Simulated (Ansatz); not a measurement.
# BaSn5: do energies and stresses tell the same story?

Level of theory: Ansatz, DFT r2SCAN, scalar-relativistic, plane waves, PAW.

Settings: cutoff 500 eV, Γ-centred mesh 9×9×6 on the computed 6-atom cell, Gaussian smearing of 0.10 eV; no spin polarisation.

Relaxed cell: P6/mmm, a = 5.397 Å, b = 5.397 Å, c = 7.235 Å, α = 90.00°, β = 90.00°, γ = 120.00°, 6 atoms in the primitive cell. Whether it is the stable form of this composition wasn't checked.

Energies at zero smearing and pressures from the stress tensor, at volumes with shape and atoms relaxed:
```
V (Å³/atom) E − E(first) (meV/atom) P (GPa)
     28.589                     0.00     2.72
     29.501                   -11.36     1.25
     30.413                   -14.91     0.00
     31.326                   -11.73    -1.08
     32.238                    -2.85    -1.98
```

Check P = −dE/dV between neighbouring volumes, and get the bulk modulus from the pressures alone.

With 1 eV/Å³ = 160.2 GPa:
| middle V (Å³/atom) | −ΔE/ΔV (GPa) | mean P (GPa) |
| --- | --- | --- |
| 29.045 | 1.995 | 1.989 |
| 29.957 | 0.624 | 0.627 |
| 30.870 | -0.559 | -0.539 |
| 31.782 | -1.559 | -1.527 |

The two differ by 0.03 GPa at most. The mean of two end pressures misses the average over a step by about ΔV² P″/12, up to 0.02 GPa here; with that taken off 0.03 GPa remains. The stress is the derivative of the free energy, not of the energy at zero smearing, and with free energies 0.01 GPa remains. Around V = 30.413 Å³/atom, the two neighbours give B = −V ΔP/ΔV = 30.413 × 2.33 / 1.825 = 38.9 GPa, against B0 = 39.1 GPa from the Birch–Murnaghan fit of the energies.